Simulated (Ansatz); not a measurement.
Input and command of a plane-wave DFT calculation in Ansatz:

```yaml
crystal:
  lattice:
    - [0.0, 2.3669614094, 2.3669614094]
    - [2.3669614094, 0.0, 2.3669614094]
    - [2.3669614094, 2.3669614094, 0.0]
  atoms:
    - { symbol: Re, position: [0.0, 0.0, 0.0], spin: 1.01 }
    - { symbol: S, position: [0.5, 0.5, 0.5] }
basis:
  ecutwfc: 500
kpoints:
  mp_grid: { grid: [8, 8, 8] }
hamiltonian:
  xc: r2scan
scf:
  occupations: { method: gaussian, width: 0.1 }
output:
  forces: true
  stress: true
  eigenvalues: true
  populations: true
magnetization:
  spin_polarized: true
relax:
  adjacent_minimum: "off"
  f_tol: 0.05
  max_steps: 80
  cell: { stress_tol: 0.5 }
```

```bash
ansatz run input.yaml --threads 1 --pin off --max-ram 2560MiB --backend cpu --events-out ev --progress --plain --runs-dir out
```

Processor: Oxide Virtual Turin-like Processor (Zen 5), 1 thread, on a host shared with other jobs.

Problem. Estimate time, memory and problem size.

Solution. About 16 s on 1 thread of Oxide Virtual Turin-like Processor (Zen 5), with other jobs on the host, peak memory 0.45 GiB. It solves 16 bands at 29 k points (the mesh reduced by symmetry) with about 749 plane waves (on the last cell), in 47 SCF iterations over 4 ionic steps.
